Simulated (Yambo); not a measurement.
Absorption of Mg$_{2}$RuH$_{6}$ (space group Fm-3m, No. 225) with and without the electron-hole interaction (Yambo, PBEsol bands; 8×8×8 mesh, 6 valence and 4 conduction bands, static screening with 47 bands and a 3 Ry block, scissor 1.23 eV, Tamm-Dancoff; field along x).

```json
[
 {"E (eV)": "2.77", "Im ε, BSE": "0.12", "Im ε, independent quasiparticles": "0.08"},
 {"E (eV)": "2.87", "Im ε, BSE": "0.13", "Im ε, independent quasiparticles": "0.08"},
 {"E (eV)": "2.97", "Im ε, BSE": "0.14", "Im ε, independent quasiparticles": "0.09"},
 {"E (eV)": "3.07", "Im ε, BSE": "0.15", "Im ε, independent quasiparticles": "0.09"},
 {"E (eV)": "3.17", "Im ε, BSE": "0.16", "Im ε, independent quasiparticles": "0.10"},
 {"E (eV)": "3.27", "Im ε, BSE": "0.17", "Im ε, independent quasiparticles": "0.10"},
 {"E (eV)": "3.37", "Im ε, BSE": "0.19", "Im ε, independent quasiparticles": "0.11"},
 {"E (eV)": "3.47", "Im ε, BSE": "0.21", "Im ε, independent quasiparticles": "0.12"},
 {"E (eV)": "3.57", "Im ε, BSE": "0.22", "Im ε, independent quasiparticles": "0.13"},
 {"E (eV)": "3.67", "Im ε, BSE": "0.25", "Im ε, independent quasiparticles": "0.14"},
 {"E (eV)": "3.77", "Im ε, BSE": "0.28", "Im ε, independent quasiparticles": "0.15"},
 {"E (eV)": "3.87", "Im ε, BSE": "0.31", "Im ε, independent quasiparticles": "0.16"},
 {"E (eV)": "3.97", "Im ε, BSE": "0.35", "Im ε, independent quasiparticles": "0.17"},
 {"E (eV)": "4.07", "Im ε, BSE": "0.40", "Im ε, independent quasiparticles": "0.19"},
 {"E (eV)": "4.17", "Im ε, BSE": "0.47", "Im ε, independent quasiparticles": "0.20"},
 {"E (eV)": "4.27", "Im ε, BSE": "0.56", "Im ε, independent quasiparticles": "0.23"},
 {"E (eV)": "4.37", "Im ε, BSE": "0.68", "Im ε, independent quasiparticles": "0.25"},
 {"E (eV)": "4.47", "Im ε, BSE": "0.82", "Im ε, independent quasiparticles": "0.28"},
 {"E (eV)": "4.57", "Im ε, BSE": "1.00", "Im ε, independent quasiparticles": "0.33"},
 {"E (eV)": "4.68", "Im ε, BSE": "1.27", "Im ε, independent quasiparticles": "0.38"},
 {"E (eV)": "4.78", "Im ε, BSE": "1.70", "Im ε, independent quasiparticles": "0.44"},
 {"E (eV)": "4.88", "Im ε, BSE": "2.48", "Im ε, independent quasiparticles": "0.52"},
 {"E (eV)": "4.98", "Im ε, BSE": "3.66", "Im ε, independent quasiparticles": "0.63"},
 {"E (eV)": "5.08", "Im ε, BSE": "4.83", "Im ε, independent quasiparticles": "0.81"},
 {"E (eV)": "5.18", "Im ε, BSE": "6.57", "Im ε, independent quasiparticles": "1.12"},
 {"E (eV)": "5.28", "Im ε, BSE": "9.85", "Im ε, independent quasiparticles": "1.48"},
 {"E (eV)": "5.38", "Im ε, BSE": "11.7", "Im ε, independent quasiparticles": "1.83"},
 {"E (eV)": "5.48", "Im ε, BSE": "11.2", "Im ε, independent quasiparticles": "2.51"},
 {"E (eV)": "5.58", "Im ε, BSE": "10.7", "Im ε, independent quasiparticles": "3.83"},
 {"E (eV)": "5.68", "Im ε, BSE": "10.8", "Im ε, independent quasiparticles": "5.18"},
 {"E (eV)": "5.78", "Im ε, BSE": "9.68", "Im ε, independent quasiparticles": "5.68"},
 {"E (eV)": "5.88", "Im ε, BSE": "8.84", "Im ε, independent quasiparticles": "6.08"},
 {"E (eV)": "5.98", "Im ε, BSE": "9.27", "Im ε, independent quasiparticles": "6.65"},
 {"E (eV)": "6.08", "Im ε, BSE": "8.41", "Im ε, independent quasiparticles": "6.50"},
 {"E (eV)": "6.18", "Im ε, BSE": "7.51", "Im ε, independent quasiparticles": "6.72"},
 {"E (eV)": "6.28", "Im ε, BSE": "7.00", "Im ε, independent quasiparticles": "7.86"},
 {"E (eV)": "6.38", "Im ε, BSE": "7.05", "Im ε, independent quasiparticles": "8.09"},
 {"E (eV)": "6.49", "Im ε, BSE": "6.97", "Im ε, independent quasiparticles": "8.14"},
 {"E (eV)": "6.59", "Im ε, BSE": "6.60", "Im ε, independent quasiparticles": "8.13"},
 {"E (eV)": "6.69", "Im ε, BSE": "6.27", "Im ε, independent quasiparticles": "8.03"},
 {"E (eV)": "6.79", "Im ε, BSE": "6.50", "Im ε, independent quasiparticles": "7.90"},
 {"E (eV)": "6.89", "Im ε, BSE": "7.41", "Im ε, independent quasiparticles": "7.35"},
 {"E (eV)": "6.99", "Im ε, BSE": "8.14", "Im ε, independent quasiparticles": "6.70"},
 {"E (eV)": "7.09", "Im ε, BSE": "8.64", "Im ε, independent quasiparticles": "6.89"},
 {"E (eV)": "7.19", "Im ε, BSE": "9.67", "Im ε, independent quasiparticles": "7.41"},
 {"E (eV)": "7.29", "Im ε, BSE": "9.27", "Im ε, independent quasiparticles": "7.31"},
 {"E (eV)": "7.39", "Im ε, BSE": "7.36", "Im ε, independent quasiparticles": "7.37"},
 {"E (eV)": "7.49", "Im ε, BSE": "5.94", "Im ε, independent quasiparticles": "8.37"}
]
```

The scissor comes from a G0W0 run whose convergence isn't established. Broadening 0.15 eV. The band window holds all transitions up to 7.6 eV. Fine structure above the onset can come from the mesh.

Spin-orbit splittings are left out.

Geometry of the Materials Project entry, not relaxed at this level; primitive cell a = b = c = 4.6634 Å, α = β = γ = 60.00°.

The structure is a Materials Project entry; no match was found in the copy of COD used, and its stability was not checked.
